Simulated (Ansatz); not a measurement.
Here is the system:

Relaxed Ge (diamond):

```yaml
crystal:
  lattice:
    - [0.00000, 5.67439, 5.67439]
    - [2.83720, 0.00000, 2.83720]
    - [2.83720, 2.83720, 0.00000]
  atoms:
    - { symbol: Ge, position: [0.25000, 0.50000, 0.50000] }
    - { symbol: Ge, position: [0.75000, 0.50000, 0.50000] }
    - { symbol: Ge, position: [0.37500, 0.75000, 0.75000] }
    - { symbol: Ge, position: [0.87500, 0.75000, 0.75000] }
```

The atoms are displaced by Q × the pattern below (from a DFPT mode at L = (0.5, 0.0, 0.0), largest move 1; Q in Å), at fixed cell. (q is in reciprocal vectors of the primitive cell; the cell shown is doubled to hold the pattern.)

| atom | x | y | z |
|---|---|---|---|
| Ge1 | -0.577 | 0.577 | 0.577 |
| Ge2 | 0.577 | -0.577 | -0.577 |
| Ge3 | 0.577 | -0.577 | -0.577 |
| Ge4 | -0.577 | 0.577 | 0.577 |

Computed with r2SCAN (plane waves to 500 eV, PAW, scalar-relativistic; Ansatz, a program for electronic structure). k mesh 5×10×10 (Γ-centred), Fermi-Dirac smearing 0.05 eV. Energies are smeared free energies. As the smearing reaches across the gap at some points, energies and forces of such displacements shift with the k mesh and the smearing. Ge was relaxed with its symmetry unable to fall. ΔE is measured from the undisplaced structure.

The scan covers Q from -0.280 to 0.280 Å in 13 points.

Which space group does the distorted structure have?

R-3m (No. 166), lowered from Fd-3m.

What is the energy change at Q = 0.280 Å?

1648 meV/cell.

What harmonic wavenumber does the curvature at Q = 0 give?

223 cm⁻¹.

(A displaced cell: forces are minus the slopes of the energy, force constants its curvatures, and phonons follow from these.)
